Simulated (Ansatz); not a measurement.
## Phases of W at 31 GPa

Structure types of W are relaxed in primitive cells with their symmetry kept at 31 GPa, first on PAW files, then by LAPW. The enthalpy is E + pV at zero temperature, without zero-point motion. Only the types listed were tried, and differences under about 5 meV/atom are mesh noise.

Level of theory: DFT with PBEsol, scalar-relativistic, in Ansatz 0.2.0; Fermi–Dirac smearing of 0.1 eV, no spin polarisation. LAPW: all electrons, basis error target 0.5 meV/atom; PAW: frozen-core files, cutoff 420 eV.

k meshes: fcc 17×17×17, bcc 18×18×18, hcp 16×16×9, omega 9×9×12, sc 15×15×15, simple hexagonal 17×17×15.

Spin–orbit coupling is left out, which matters for the heavy atoms. The PAW files were made under PBE.

Which type is lowest in enthalpy, and by how much?

bcc, 536 meV/atom below fcc. The whole table:

| start type | ends as | a, b, c (Å) | V (Å³/atom) | H − H(lowest), LAPW (meV/atom) | same, PAW |
| --- | --- | --- | --- | --- | --- |
| fcc | fcc, Fm-3m | 3.884, 3.884, 3.884 | 14.65 | 535.9 | 536.0 |
| bcc | bcc, Im-3m | 3.070, 3.070, 3.070 | 14.47 | 0.0 | 0.0 |
| hcp | hcp, P6_3/mmc | 2.685, 2.685, 4.703 | 14.69 | 561.6 | 561.7 |
| omega | omega, P6/mmm | 4.496, 4.496, 2.520 | 14.71 | 609.4 | 609.8 |
| sc | sc, Pm-3m | 2.519, 2.519, 2.519 | 15.99 | 1847.0 | 1849.2 |
| simple hexagonal | simple hexagonal, P6/mmm | 2.673, 2.673, 2.473 | 15.30 | 1383.4 | 1385.2 |

Split the lead of bcc over fcc into energy and pV.

For fcc less bcc: ΔE = +501.1 meV/atom, and p·ΔV = 31 GPa × +0.1796 Å³ × 6.242 meV/(GPa·Å³) = +34.7 meV/atom, together 535.8 meV/atom. bcc wins on both counts.
